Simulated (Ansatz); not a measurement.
Eu3Si (antiAuCu3 structure)

The computed numbers are results of PBEsol, scalar-relativistic (collinear spin) in the plane-wave PAW code Ansatz at 420 eV, Γ-centred 6×6×6 mesh, 0.05 eV Gaussian smearing; PAW files: Ansatz's generated set soft_2.

```cif
data_structure
_symmetry_space_group_name_H-M 'Pm-3m'
_symmetry_Int_Tables_number 221
_cell_length_a 4.7134
_cell_length_b 4.7134
_cell_length_c 4.7134
_cell_angle_alpha 90.000
_cell_angle_beta 90.000
_cell_angle_gamma 90.000
_cell_volume 104.71
loop_
_atom_site_label
_atom_site_type_symbol
_atom_site_symmetry_multiplicity
_atom_site_Wyckoff_symbol
_atom_site_fract_x
_atom_site_fract_y
_atom_site_fract_z
_atom_site_occupancy
Eu1 Eu 3 c 0.00000 0.50000 0.50000 1
Si1 Si 1 a 0.00000 0.00000 0.00000 1
```

The start was a prototype's sites filled with these elements, not a measured cell.

Magnetic state: ferromagnetic, site spin moments Eu 6.94; Si -0.15 μB.

The cell above was scaled in volume, its shape and atoms being fixed by the lattice's symmetry. Energies are counted from the cell above.

Cell and atoms are those of this level's equilibrium.

```tsv
V (Å³/atom)	ΔE (meV/atom)	P (GPa)	largest moment (μB)
25.13	5.5	1.7	6.93
25.66	1.3	0.8	6.94
26.18	0.0	0.0	6.94
26.70	1.2	-0.7	6.95
27.23	4.5	-1.3	6.96
```

Question: What do the points give for the equilibrium volume, the bulk modulus and its pressure derivative (third-order Birch–Murnaghan)?

Answer: V0 = 26.18 Å³/atom, B0 = 38 GPa, B0′ isn't fixed: the energies give 6.7, and a fit of the pressures differs by over 0.35.

B0·V0 = 37.8 GPa × 26.18 Å³ = 6.18 eV/atom sets the scale: near the minimum ΔE ≈ ½ B0 V0 x², with x = V/V0 − 1, and a pressure of 0.4 GPa squeezes the volume by about 1 %. At the ends of the curve: x = −4.0 % predicts 4.9 meV/atom and the run gives 5.5; x = +4.0 % predicts 5.0 meV/atom and the run gives 4.5. The curve is steeper than the parabola on the compressed side and flatter on the expanded side: the bulk modulus rises with pressure.

Without a U the 4f levels of Eu lie too near the Fermi level, so their share of the states there, and what hangs on it, is overstated. Scalar-relativistic only: spin–orbit splittings of the heavy atoms' levels are missing. Site moments are of spin, integrated over atomic spheres. Only parallel moments were tried, so the real magnetic order may be another. The run is a metal.
